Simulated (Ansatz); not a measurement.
Clean, relaxed (110) surface of Ta, space group Im-3m (No. 229) (top face towards +c; atoms held fixed, by place in the list: 1, 2):

```
CELL_PARAMETERS angstrom
2.84101 0.00000 0.00000
-0.94700 2.67853 0.00000
0.00000 0.00000 23.95903
ATOMIC_POSITIONS crystal
Ta 0.50000 0.50000 0.35477
Ta 0.00000 0.00000 0.45159
Ta 0.50000 0.50000 0.54807
Ta 0.00000 0.00000 0.64065
```

The calculation used DFT PBEsol, scalar-relativistic, plane waves, PAW (Ansatz 0.2.0). Settings: cutoff 420 eV, Γ-centred mesh 11×11×1 on the computed 4-atom cell, Gaussian smearing of 0.10 eV; no spin polarisation. A dipole correction removes the field between periodic images along c.

C (atom) is adsorbed on the top face, one adsorbate per 7.6 Å², and relaxed from 3 starting sites (fractions of a and b). E_ads counts from the clean slab and the free adsorbate (spin-polarised where it has unpaired electrons); negative means bound. Heights count from the highest slab atom after relaxation. Δφ is the top face's. Δp counts per cell along +c. Bonded neighbours lie within 1.25 times the sum of covalent radii (1.35 for H) and, on that scale, within 12 % of the closest. With the adsorbate the cell is lengthened along c to keep the vacuum.

```json
{"start": "top (Ta) at (0.00, 0.00)", "ends at": "(0.00, 0.00), 1 bonded neighbour (Ta)", "E_ads (eV)": "-4.20", "height (Å)": "1.97", "shortest contact": "C–Ta 1.97 Å", "Δφ (eV)": "+1.99", "Δp (e·Å)": "-0.085"}
{"start": "hollow (Ta-Ta-Ta) at (0.33, 0.67)", "ends at": "(0.35, 0.65), 3 bonded neighbours (Ta)", "E_ads (eV)": "-7.19", "height (Å)": "0.99", "shortest contact": "C–Ta 1.99 Å", "Δφ (eV)": "+1.49", "Δp (e·Å)": "-0.063"}
{"start": "bridge (Ta-Ta) at (0.50, 0.00)", "ends at": "(0.50, 0.00), 2 bonded neighbours (Ta)", "E_ads (eV)": "-6.05", "height (Å)": "1.35", "shortest contact": "C–Ta 1.96 Å", "Δφ (eV)": "+1.58", "Δp (e·Å)": "-0.067"}
```

Among the sites tried, the lowest end comes from the hollow (Ta-Ta-Ta) at (0.33, 0.67) start; other sites may lie lower.

Each end is the local minimum or symmetric point that its start leads to. The slab is only 7.0 Å thick, so the energies aren't converged with thickness.

The adsorbed runs have no spin polarisation, so weakly bound open-shell ends lie too high.